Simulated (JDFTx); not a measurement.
An input for a modified build of JDFTx (Pt(110), CANDLE, water, 1 M NaF; bohr, hartree) and the course of its log:

```
lattice \
  7.4514735683 0.0000000000 0.0000000000 \
  0.0000000000 5.2689874820 0.0000000000 \
  0.0000000000 0.0000000000 71.0537022859
coords-type Lattice
ion Pt 0.0000000000 0.0000000000 -0.0741550030 0
ion Pt 0.5000000000 0.5000000000 -0.0370775010 0
ion Pt 0.0000000000 0.0000000000 0.0000000000 0
ion Pt 0.5000000000 0.5000000000 0.0370775010 0
ion Pt 0.0000000000 0.0000000000 0.0741550030 0
ion-species pseudo/pt_pbe_v1.4.upf
elec-cutoff 20 100
elec-ex-corr gga-PBE
coulomb-interaction Slab 001
coulomb-truncation-embed 0 0 0
kpoint-folding 6 8 1
elec-smearing Fermi 0.01
elec-n-bands 53
electronic-scf nIterations 100 energyDiffThreshold 1e-08
fluid LinearPCM
pcm-variant CANDLE
fluid-solvent H2O
fluid-cation Na+ 1
fluid-anion F- 1
fluid-minimize nIterations 400 knormThreshold 1e-11
wavefunction read vac.wfns
elec-initial-eigenvals vac.eigenvals
dump-name f0.$VAR
dump End State Ecomponents EigStats BandEigs Forces ElecDensity IonicPositions Fillings Kpoints Dtot FluidDebug BoundCharge FluidDensity
```

```
[one cycle in 5 is shown, and the last three; fluid-solver lines are left out]
	FillingsUpdate:  mu: -0.188115051  nElectrons: 80.000000
SCF: Cycle:  0   F: -444.717541427336073   dF: +1.933e-04   |Residual|: 4.294e-03   |deigs|: 3.970e-04
	FillingsUpdate:  mu: -0.184832730  nElectrons: 80.000000
SCF: Cycle:  5   F: -444.717822911983319   dF: -9.838e-06   |Residual|: 3.871e-04   |deigs|: 8.535e-04
	FillingsUpdate:  mu: -0.183536691  nElectrons: 80.000000
SCF: Cycle: 10   F: -444.717825532304516   dF: -1.359e-06   |Residual|: 8.356e-05   |deigs|: 7.847e-05
	FillingsUpdate:  mu: -0.183479012  nElectrons: 80.000000
SCF: Cycle: 15   F: -444.717825597733508   dF: +3.430e-09   |Residual|: 5.413e-05   |deigs|: 1.248e-04
	FillingsUpdate:  mu: -0.183570113  nElectrons: 80.000000
SCF: Cycle: 20   F: -444.717825583137085   dF: -2.522e-08   |Residual|: 5.623e-05   |deigs|: 1.557e-04
	FillingsUpdate:  mu: -0.183463393  nElectrons: 80.000000
SCF: Cycle: 25   F: -444.717825518696486   dF: +5.498e-08   |Residual|: 7.046e-05   |deigs|: 5.437e-05
	FillingsUpdate:  mu: -0.183505406  nElectrons: 80.000000
SCF: Cycle: 30   F: -444.717825602448613   dF: +3.417e-08   |Residual|: 7.265e-05   |deigs|: 6.082e-05
	FillingsUpdate:  mu: -0.183493080  nElectrons: 80.000000
SCF: Cycle: 35   F: -444.717825596250748   dF: -7.459e-09   |Residual|: 9.616e-05   |deigs|: 2.012e-05
	FillingsUpdate:  mu: -0.183508514  nElectrons: 80.000000
SCF: Cycle: 40   F: -444.717825618195491   dF: +2.613e-09   |Residual|: 6.607e-05   |deigs|: 1.042e-05
	FillingsUpdate:  mu: -0.183476502  nElectrons: 80.000000
SCF: Cycle: 45   F: -444.717825626865363   dF: -4.787e-08   |Residual|: 2.735e-05   |deigs|: 3.427e-05
	FillingsUpdate:  mu: -0.183485124  nElectrons: 80.000000
SCF: Cycle: 50   F: -444.717825641812226   dF: +2.109e-11   |Residual|: 1.207e-05   |deigs|: 1.033e-05
	FillingsUpdate:  mu: -0.183485070  nElectrons: 80.000000
SCF: Cycle: 55   F: -444.717825638963518   dF: +2.916e-09   |Residual|: 5.179e-06   |deigs|: 5.792e-05
	FillingsUpdate:  mu: -0.183494903  nElectrons: 80.000000
SCF: Cycle: 60   F: -444.717825583516401   dF: -1.028e-08   |Residual|: 1.185e-04   |deigs|: 7.384e-06
	FillingsUpdate:  mu: -0.183499808  nElectrons: 80.000000
SCF: Cycle: 65   F: -444.717825582851617   dF: +1.557e-08   |Residual|: 1.082e-04   |deigs|: 1.720e-05
	FillingsUpdate:  mu: -0.183480901  nElectrons: 80.000000
SCF: Cycle: 70   F: -444.717825617721815   dF: -1.212e-08   |Residual|: 2.991e-05   |deigs|: 3.997e-05
	FillingsUpdate:  mu: -0.183509258  nElectrons: 80.000000
SCF: Cycle: 75   F: -444.717825633990913   dF: -1.179e-07   |Residual|: 3.065e-05   |deigs|: 7.907e-05
	FillingsUpdate:  mu: -0.183524852  nElectrons: 80.000000
SCF: Cycle: 80   F: -444.717825617004223   dF: -7.939e-09   |Residual|: 3.023e-05   |deigs|: 3.523e-05
	FillingsUpdate:  mu: -0.183487794  nElectrons: 80.000000
SCF: Cycle: 85   F: -444.717825604797270   dF: +9.587e-09   |Residual|: 5.138e-05   |deigs|: 2.842e-05
	FillingsUpdate:  mu: -0.183502786  nElectrons: 80.000000
SCF: Cycle: 90   F: -444.717825615329787   dF: +1.482e-08   |Residual|: 3.984e-05   |deigs|: 1.830e-05
	FillingsUpdate:  mu: -0.183448029  nElectrons: 80.000000
SCF: Cycle: 95   F: -444.717825546670156   dF: +1.340e-08   |Residual|: 8.565e-05   |deigs|: 7.800e-05
	FillingsUpdate:  mu: -0.183518544  nElectrons: 80.000000
SCF: Cycle: 97   F: -444.717825612894330   dF: +1.059e-08   |Residual|: 4.014e-05   |deigs|: 1.131e-05
	FillingsUpdate:  mu: -0.183486493  nElectrons: 80.000000
SCF: Cycle: 98   F: -444.717825628858407   dF: -1.596e-08   |Residual|: 1.997e-05   |deigs|: 3.178e-05
	FillingsUpdate:  mu: -0.183515053  nElectrons: 80.000000
SCF: Cycle: 99   F: -444.717825630970992   dF: -2.113e-09   |Residual|: 2.466e-05   |deigs|: 2.818e-05
SCF: None of the convergence criteria satisfied after 100 iterations.
IonicMinimize: Iter:   0  F: -444.717825630970992  |grad|_K:  0.000e+00
IonicMinimize: Converged (|grad|_K<1.000000e-04).
```

This run gave no converged result. The loop ran out of cycles short of its threshold. It has stalled and not diverged: the last ten energies span 8e-08 Ha, so the total is near its end, but levels, forces and charges aren't shown converged.
